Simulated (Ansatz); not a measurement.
The relaxed structure here is a generated cell of CrI3: the first start was made by placing the elements on the sites of a structure type, and the end was not matched to a known phase here, so it may be hypothetical. Known forms of CrI3 include space group No. 148.

A relaxed structure of CrI3. Computed with PBE (plane waves to 420 eV, PAW, scalar-relativistic; Ansatz, a first-principles code).

```cif
data_Cr2I6
_chemical_formula_sum 'Cr2 I6'
_space_group_name_H-M_alt 'P 1'
_space_group_IT_number 1
_cell_length_a 7.44037
_cell_length_b 7.44037
_cell_length_c 7.44037
_cell_angle_alpha 56.011
_cell_angle_beta 56.011
_cell_angle_gamma 56.011
loop_
_space_group_symop_operation_xyz
  'x, y, z'
loop_
_atom_site_label
_atom_site_type_symbol
_atom_site_fract_x
_atom_site_fract_y
_atom_site_fract_z
_atom_site_occupancy
Cr1 Cr 0.50000 0.50000 0.50000 1
Cr2 Cr 0.00000 0.00000 0.00000 1
I1 I 0.59706 0.90294 0.25000 1
I2 I 0.25000 0.59706 0.90294 1
I3 I 0.90294 0.25000 0.59706 1
I4 I 0.40294 0.09706 0.75000 1
I5 I 0.75000 0.40294 0.09706 1
I6 I 0.09706 0.75000 0.40294 1
```

Problem. Find the space group and the Wyckoff positions (tolerance 0.01 Å).

Solution. Space group R-3c, hexagonal axes (No. 167); a = b = 6.9873 Å, c = 18.7554 Å, α = β = 90.00°, γ = 120.00°

| atom | site | symmetry | x | y | z |
|---|---|---|---|---|---|
| Cr | 6b | -3. | 0.0000 | 0.0000 | 0.0000 |
| I | 18e | .2 | 0.3471 | 0.3471 | 0.2500 |

Problem. Give the shortest distances between elements (the closest pairs, up to four, under 3.6 Å).

Solution. Cr–I 2.77 Å.

- Volume per atom: 33.04 Å³
- Band gap: 0.02 eV, indirect (valence top at Γ, conduction bottom at F) (no spin-orbit coupling)
- Magnetic moment: net 0.75 μB/atom, ferromagnetic

Spin state reached: ferromagnetic (net 0.75 μB/atom), from parallel starting moments; other spin orders were not run from this start. Spin-orbit coupling is missing; with elements this heavy it can move band edges by tenths of an eV or more.

The run could not lose the symmetry of its start; a randomly shaken copy of 8 atoms returns to this structure.
